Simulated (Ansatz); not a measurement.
This run works on a generated trial structure, not on a known crystal.

Input and command of a plane-wave DFT calculation in Ansatz:

```yaml
crystal:
  lattice:
    - [3.5406464684, 0.0, 0.0]
    - [0.0, 3.5406464684, 0.0]
    - [0.0, 0.0, 5.2540425418]
  atoms:
    - { symbol: Si, position: [0.0, 0.0, 0.6186801372] }
    - { symbol: C, position: [0.0, 0.2963865148, 0.9575799657] }
    - { symbol: C, position: [0.7036134852, 0.0, 0.9575799657] }
    - { symbol: C, position: [0.0, 0.7036134852, 0.9575799657] }
    - { symbol: C, position: [0.2963865148, 0.0, 0.9575799657] }
basis:
  ecutwfc: 420
kpoints:
  mp_grid: { grid: [10, 10, 8] }
hamiltonian:
  xc: pbe
scf:
  occupations: { method: gaussian, width: 0.1 }
output:
  forces: true
  stress: true
  eigenvalues: true
  write_density: true
  write_potential: true
  elf: true
  volumetric_format: npy
relax:
  adjacent_minimum: "off"
  f_tol: 0.01
  max_steps: 80
  cell: { stress_tol: 0.05 }
```

```bash
ansatz run input.yaml --threads 1 --pin off --max-ram 2560MiB --backend cpu --events-out ev --progress --plain --runs-dir out
```

Processor: Arm Neoverse V1, 1 thread, on a host shared with other jobs.

**Question.** Estimate time, memory and problem size.

**Answer.** About 3.3 min, peak memory 0.4 GiB. It solves 15 bands at 105 k points (after reduction by symmetry) with about 1367 plane waves (on the last cell), in 71 SCF iterations over 14 ionic steps.
